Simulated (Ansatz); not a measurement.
## AlIr: moving Ir off its site

AlIr, Pm-3m, a = 2.995 Å (as given, not relaxed at this level: -1.3 GPa). The structure is a Materials Project entry; whether it is the stable form wasn't checked. Ansatz: PBEsol, PAW, 420 eV, Γ-centred 16×16×16 mesh on 2 atoms, Gaussian smearing 0.15 eV; no spin polarisation.

```xyz
2
Lattice="2.9946 0.0000 0.0000 0.0000 2.9946 0.0000 0.0000 0.0000 2.9946" Properties=species:S:1:pos:R:3 pbc="T T T"
Al    0.0000    0.0000    0.0000
Ir    1.4973    1.4973    1.4973
```

Atom 2 (Ir) moves by x along the unit vector (0.000, 0.000, 1.000), with its periodic images; all else is held. y is the free energy of the cell over the start, F the force along the path summed over the moved atoms. Symmetry makes y even in x.

| x (Å) | y (meV) | F (eV/Å) |
| --- | --- | --- |
| -0.3000 | 329.8 | 2.22 |
| -0.1500 | 81.7 | 1.09 |
| 0.0000 | 0.0 | 0.00 |
| 0.0375 | 5.1 | -0.27 |
| 0.0750 | 20.4 | -0.54 |
| 0.1125 | 45.9 | -0.82 |
| 0.1875 | 127.9 | -1.37 |
| 0.2250 | 184.6 | -1.65 |
| 0.2625 | ? | ? |

Q: Fit y = c2 x² + c4 x⁴ to the energies of the other rows, give the force constant, and predict energy and force of the missing row.

A: Least squares on the rows shown. y = 3621.6 x² + 476.97 x⁴. The force constant is 2 c2 = 7.24 eV/Å² (for all images moving together, not for a lone atom). With two atoms in a cubic cell this is the optical mode at Γ (in a metal it hangs on mesh and smearing): ω = 521.5 √(2 c2/μ) = 289 cm⁻¹ for μ = 23.66 u. The force −dy/dx at the missing row is -1.94 eV/Å (computed -1.94). At x = 0.2625 the fit asked for gives 251.8 meV. The run gave 251.9 meV, so the fit is 0.1 meV too low, a small miss on the scale of the series.

Spin–orbit coupling is left out, which can shift energies with elements as heavy as these.